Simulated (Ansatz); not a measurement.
# Does relaxation matter for the field gradients of CdSe with Sb replacing Se?

Start: a supercell of CdSe (wurtzite type, P6_3mc) built from an entry of the Crystallography Open Database (COD) (the entry's cell lengths or inner coordinates differ somewhat from later room-temperature determinations), with all atoms left at the host's positions.

```cif
data_Cd16SbSe15
_symmetry_space_group_name_H-M 'P3m1'
_symmetry_Int_Tables_number 156
_cell_length_a 8.6000
_cell_length_b 8.6000
_cell_length_c 14.0400
_cell_angle_alpha 90.000
_cell_angle_beta 90.000
_cell_angle_gamma 120.000
loop_
_atom_site_label
_atom_site_type_symbol
_atom_site_symmetry_multiplicity
_atom_site_Wyckoff_symbol
_atom_site_fract_x
_atom_site_fract_y
_atom_site_fract_z
Cd1 Cd 1 a 0.0000 0.0000 0.0000
Cd2 Cd 1 a 0.0000 0.0000 0.5000
Cd3 Cd 3 d 0.0000 0.5000 0.0000
Cd4 Cd 3 d 0.0000 0.5000 0.5000
Cd9 Cd 3 d 0.1667 0.8333 0.2500
Cd10 Cd 3 d 0.1667 0.8333 0.7500
Cd15 Cd 1 c 0.6667 0.3333 0.2500
Cd16 Cd 1 c 0.6667 0.3333 0.7500
Sb Sb 1 a 0.0000 0.0000 0.1925
Se18 Se 1 a 0.0000 0.0000 0.6925
Se19 Se 3 d 0.0000 0.5000 0.1925
Se20 Se 3 d 0.0000 0.5000 0.6925
Se25 Se 3 d 0.1667 0.8333 0.4425
Se26 Se 3 d 0.1667 0.8333 0.9425
Se31 Se 1 c 0.6667 0.3333 0.4425
Se32 Se 1 c 0.6667 0.3333 0.9425
```

One atom of each set is listed.

The numbers come from a DFT calculation in Ansatz (PBE, plane waves and PAW, scalar-relativistic, 420 eV cutoff, Γ-centred 3×3×2 k-points, Fermi–Dirac smearing 0.01 eV, cell charge -1).

The largest force at the start is 0.61 eV/Å. Relaxing the ions at fixed cell moves them by 0.172 Å at most (atom 16, Cd) and 0.081 Å rms.

```
site  moved (Å)                   first shell before                    first shell after  V_zz before (10²¹ V/m²)  η before
 Cd1      0.063       3 Se at 2.61 Å, 1 Sb at 2.70 Å       3 Se at 2.65 Å, 1 Sb at 2.69 Å                    -5.02      0.00
 Cd2      0.020                  4 Se at 2.61–2.70 Å                  4 Se at 2.62–2.66 Å                     3.38      0.00
 Cd3      0.081                  4 Se at 2.61–2.70 Å                  4 Se at 2.62–2.65 Å                     2.39      0.14
 Cd4      0.070                  4 Se at 2.61–2.70 Å                  4 Se at 2.62–2.63 Å                     3.55      0.13
 Cd9      0.099  3 Se at 2.61–2.70 Å, 1 Sb at 2.61 Å  3 Se at 2.63–2.65 Å, 1 Sb at 2.67 Å                    -7.75      0.76
Cd10      0.032                  4 Se at 2.61–2.70 Å                  4 Se at 2.61–2.64 Å                     2.02      0.01
Cd16      0.172                  4 Se at 2.61–2.70 Å                  4 Se at 2.61–2.63 Å                     2.74      0.00
  Sb      0.080                  4 Cd at 2.61–2.70 Å                  4 Cd at 2.67–2.69 Å                     1.36      0.00
Se19      0.038                  4 Cd at 2.61–2.70 Å                  4 Cd at 2.62–2.63 Å                    -4.34      0.25
Se20      0.055                  4 Cd at 2.61–2.70 Å                       4 Cd at 2.63 Å                    -2.42      0.13
Se26      0.120                  4 Cd at 2.61–2.70 Å                  4 Cd at 2.61–2.65 Å                    -3.08      0.30
Se31      0.124                  4 Cd at 2.61–2.70 Å                  4 Cd at 2.62–2.67 Å                    -2.23      0.00
Se32      0.078                  4 Cd at 2.61–2.70 Å                  4 Cd at 2.61–2.65 Å                    -1.04      0.00
```

(1) What are V_zz and η after the relaxation?

## Answers

(1) 

| site | V_zz after | η after | change of V_zz |
| --- | --- | --- | --- |
| Cd1 | -5.72 | 0.00 | -0.70 |
| Cd2 | 2.21 | 0.00 | -1.17 |
| Cd3 | -1.93 | 0.74 | -4.32 |
| Cd4 | -0.82 | 0.64 | – |
| Cd9 | -6.13 | 0.15 | +1.62 |
| Cd10 | 0.96 | 0.24 | – |
| Cd16 | -2.71 | 0.00 | -5.45 |
| Sb | 2.33 | 0.00 | +0.97 |
| Se19 | -6.01 | 0.28 | -1.67 |
| Se20 | -0.86 | 0.61 | +1.56 |
| Se26 | -3.34 | 0.88 | -0.26 |
| Se31 | -0.68 | 0.00 | +1.55 |
| Se32 | 1.77 | 0.00 | +2.81 |

The largest change of V_zz along a kept axis is on Cd16, from 2.74 to -2.71. In per cent, |V_zz| changes by -34 to +14 on Cd, -70 to +38 on Se (all sites that start above 2, bar those whose gradient vanishes or changes sign or whose main axis turns by over 40°). Where |V_zz| stays above 0.1 and the axes keep their order, η moves most on Cd9, from 0.76 to 0.15. On Se19, Se26, Cd3 V_xx and V_yy change places (or their axes turn by over 50°), so the two values of η hide a larger change. V_zz changes sign on Cd16 (same axis), Cd3 (axis turned by 25°), Se32 (same axis). On Cd4, Cd10 the largest principal value lies along another axis in the second run, so the two V_zz can't be compared directly. The table leaves out 3 of the 16 sites, with |V_zz| up to 4.68; their tensors move by 1.23 at most along any direction. The statements above cover all sites. The host's own positions weren't relaxed first, so part of the change far from the defect can be the host's relaxation.

The run isn't spin-polarised, and a state with spin may lie lower. The defect repeats with the cell of 32 atoms, so it feels its images: sites between two images don't show the values beside a lone defect, and zeros or small values of η there can come from the images' arrangement. Cd and Se carry a gradient in the pure host already, so the values there aren't the defect's effect alone. A uniform background compensates the cell's charge. The defect cell has no gap above 0.1 eV on its mesh, so the values can hang on the smearing and the k-mesh. Without spin–orbit coupling (the program notes it for Cd and Sb) the gradients can shift somewhat, as the gap is small. With these PAW files V_zz is typically within 2 to 3 % of all-electron values, but misses above 10 % occur on Sb.
Before: The neighbours have not yet relaxed around the defect (largest force 0.61 eV/Å), so a real crystal will differ.
After: The relaxation keeps the site symmetry 3m of the start, so the impurity can move only along its axis; a distortion that would localise the partly filled state isn't explored.
